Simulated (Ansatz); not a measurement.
K:
```
CELL_PARAMETERS angstrom
      4.29942     0.00000     0.00000
      0.00000     4.29942     0.00000
      0.00000     0.00000     4.29942
ATOMIC_POSITIONS crystal
  K  0.00000 0.00000 0.00000
```

Relaxed with r²SCAN. Special points in fractions of this cell's reciprocal vectors: Γ (0.000, 0.000, 0.000); X (0.000, 0.500, 0.000); M (0.500, 0.500, 0.000); R (0.500, 0.500, 0.500).

List the band energies nearest the Fermi level at these points for r²SCAN in the plane-wave PAW code Ansatz.

In eV from the Fermi level; about four levels below and three above (degenerate sets whole), none deeper than 8.9 eV; points with the same levels are listed once.

```json
[
 {"k": "Γ", "below": "-2.24", "above": "3.17 3.17 6.57 6.57 6.57"},
 {"k": "X", "below": "–", "above": "0.02 0.07 3.85"},
 {"k": "M", "below": "–", "above": "1.10 2.25 2.25"},
 {"k": "R", "below": "–", "above": "2.42 2.42 2.42"}
]
```

Space group Pm-3m (simple cubic). The cell is a constructed one: a structure type filled with these elements; the Crystallography Open Database copy checked does not list it. It is not the phase usual at ambient conditions (space group No. 229). The cell was relaxed with r²SCAN under the symmetry of its start. At this level the phase is mechanically unstable.

Potentials: the later of the program's two PAW sets.
